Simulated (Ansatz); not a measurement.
Hg2WO4:
```cif
data_Hg8O16W4
_chemical_formula_sum 'Hg8 W4 O16'
_space_group_name_H-M_alt 'C2/c'
_space_group_IT_number 15
_space_group_name_Hall '-C 2yc'
_cell_length_a 8.74869
_cell_length_b 11.55175
_cell_length_c 4.92192
_cell_angle_alpha 90.000
_cell_angle_beta 114.649
_cell_angle_gamma 90.000
loop_
_space_group_symop_operation_xyz
  'x, y, z'
  '-x, -y, -z'
  '-x, y, -z+1/2'
  'x, -y, z+1/2'
  'x+1/2, y+1/2, z'
  '-x+1/2, -y+1/2, -z'
  '-x+1/2, y+1/2, -z+1/2'
  'x+1/2, -y+1/2, z+1/2'
loop_
_atom_site_label
_atom_site_type_symbol
_atom_site_symmetry_multiplicity
_atom_site_Wyckoff_symbol
_atom_site_fract_x
_atom_site_fract_y
_atom_site_fract_z
_atom_site_occupancy
Hg1 Hg 8 f 0.35967 0.11000 0.01993 1
W1 W 4 e 0.00000 0.09863 0.25000 1
O1 O 8 f 0.14375 0.19398 0.20242 1
O2 O 8 f 0.13257 0.04911 0.64939 1
```
(The calculation used a cell of 14 atoms; values per cell refer to that cell.)

Relaxed with r²SCAN+D4.

**Question.** Tabulate the valence density and the electron localisation function along the shortest W–O contact (1.76 Å), plane-wave PAW r²SCAN+D4 (Ansatz code).

**Answer.** 

```
distance from W (Å)  density (e/Å³)   ELF
-------------------  --------------  ----
0.18                           4.37  0.09
0.26                           4.98  0.26
0.35                           5.26  0.46
0.44                           5.04  0.60
0.53                           4.38  0.64
0.62                           3.51  0.60
0.70                           2.67  0.48
0.79                           2.03  0.36
0.88                           1.68  0.32
0.97                           1.62  0.42
1.06                           1.84  0.59
1.14                           2.35  0.72
1.23                           3.16  0.77
1.32                           4.21  0.73
1.41                           5.34  0.64
1.50                           6.35  0.50
1.58                           7.08  0.35
```

The density is the valence pseudo-density with augmentation charge, so density and ELF within about 1 Å of a nucleus are not all-electron values.

The workflow started from a Materials Project entry (that database holds measured and hypothetical structures alike); the Crystallography Open Database copy checked does not list it. Its standing as an ambient phase is unchecked. Symmetry was held in the r²SCAN+D4 relaxation; its stability against distortions is not shown here. The run is not spin-polarised. No Hubbard U is applied. Spin–orbit coupling is left out wherever it is not named.

Potentials: the later of the program's two PAW sets.
